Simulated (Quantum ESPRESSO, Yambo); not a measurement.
MoS2 (space group R3m, No. 160): one geometry, one set of norm-conserving PBEsol (Quantum ESPRESSO, 80 Ry, without SOC) orbitals, self-energies from Yambo (6×6×6 Γ-centred k mesh, bands 2 to 107 and a 8 Ry block in the screening, 107 bands in G with the Bruneval-Gonze terminator, plasmon pole fitted at 27.2 eV).

```
level                                                        gap Z → (0, 0.167, -0.167) (eV)  direct gap at (0.167, -0.5, -0.167) (eV)
-----------------------------------------------------------  -------------------------------  ----------------------------------------
PBEsol (Quantum ESPRESSO)                                                               0.75                                      1.77
exchange only (Hartree-Fock self-energy on PBEsol orbitals)                                ?                                         ?
static COHSEX@PBEsol                                                                       ?                                         ?
G0W0@PBEsol, plasmon pole                                                               1.14                                      2.26
```

**Question.** Fill in the missing entries.

**Answer.** 
- exchange only (Hartree-Fock self-energy on PBEsol orbitals), gap Z → (0, 0.167, -0.167) (eV): 5.29
- exchange only (Hartree-Fock self-energy on PBEsol orbitals), direct gap at (0.167, -0.5, -0.167) (eV): 6.46
- static COHSEX@PBEsol, gap Z → (0, 0.167, -0.167) (eV): 1.38
- static COHSEX@PBEsol, direct gap at (0.167, -0.5, -0.167) (eV): 2.47

Bare exchange has no screening and gives the widest gap; static COHSEX screens it but leaves out the frequency dependence, which G0W0 restores.

Convergence of the G0W0 settings was not tested.

Geometry relaxed with PBE+D3(BJ); primitive cell a = b = c = 6.2665 Å, α = β = γ = 29.15°.
